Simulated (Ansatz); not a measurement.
Name crystals whose computed values (plane-wave PAW PBEsol (Ansatz code)) fall in these windows: highest Γ mode, no LO–TO term (cm⁻¹) 420 to 540; B₀ by P(V) fit (GPa) 230 to 270.



| crystal | highest Γ mode, no LO–TO term (cm⁻¹) | B₀ by P(V) fit (GPa) |
|---|---|---|
| Co2P, Pnma (Co on 4c, Co on 4c, P on 4c) | 471 | 252 |
| FeSi, P2_13 (Fe on 4a, Si on 4a) | 479 | 238 |
| ZrC, rock salt | 444 | 236 |
| Ti2O3, corundum | 539 | 231 |
| CoSi, P2_13 (Co on 4a, Si on 4a) | 437 | 240 |
Others may fit too.

Standing as an ambient phase not checked: Co2P, Pnma (Co on 4c, Co on 4c, P on 4c); Ti2O3, corundum. Began spin-polarised and lost the moments: Co2P, Pnma (Co on 4c, Co on 4c, P on 4c); FeSi, P2_13 (Fe on 4a, Si on 4a). All cells were relaxed under the symmetry of their starts (and spin orders); stability against distortions was not tested throughout. Rows with no word on spin ran without spin polarisation. Spin–orbit coupling is left out wherever it is not named.

Potentials: the later of the program's two PAW sets.
